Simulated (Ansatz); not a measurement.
## Ta: two-dimensional strain map

The calculation used DFT r2SCAN, scalar-relativistic, plane waves, PAW (Ansatz 0.2.0). The runs took a 500 eV cutoff, a Γ-centred 20×20×20 mesh and Gaussian smearing (0.15 eV). Spin–orbit coupling is left out, which can shift energies with elements as heavy as these. No spin polarisation. Energies are free energies at this smearing, counted from the undisturbed cell; pressure is positive in compression.

The undisturbed cell (as given, not relaxed at this level; it stands at 0.5 GPa):

```
Ta
1.0
    -1.65128    1.65128    1.65128
     1.65128   -1.65128    1.65128
     1.65128    1.65128   -1.65128
Ta
1
Cartesian
  0.0000 0.0000 0.0000
```

The cell is strained by p along both x and y and by q along z, fractional coordinates fixed. Points are written (p, q).

Energy above the undisturbed cell in meV/atom (a dash: not computed):

| p \ q | -0.030 | -0.015 | 0.000 | 0.015 | 0.030 |
| --- | --- | --- | --- | --- | --- |
| -0.030 | 106.3 | 74.9 | 52.4 | 37.6 | 30.0 |
| -0.015 | 48.4 | – | 13.4 | – | 8.9 |
| 0.000 | 17.1 | 4.5 | 0.0 | 2.8 | 12.0 |
| 0.015 | 9.0 | – | 9.4 | – | – |
| 0.030 | 21.2 | – | 38.9 | – | 81.3 |

Pressure in GPa:

```
 p \ q  -0.030  -0.015  0.000  0.015  0.030
-0.030    22.7    18.5   14.6   11.0    7.6
-0.015    14.5       –    7.1      –    0.8
 0.000     7.2     3.7    0.5   -2.5   -5.2
 0.015     0.9       –   -5.3      –      –
 0.030    -4.7       –  -10.3      –  -14.9
```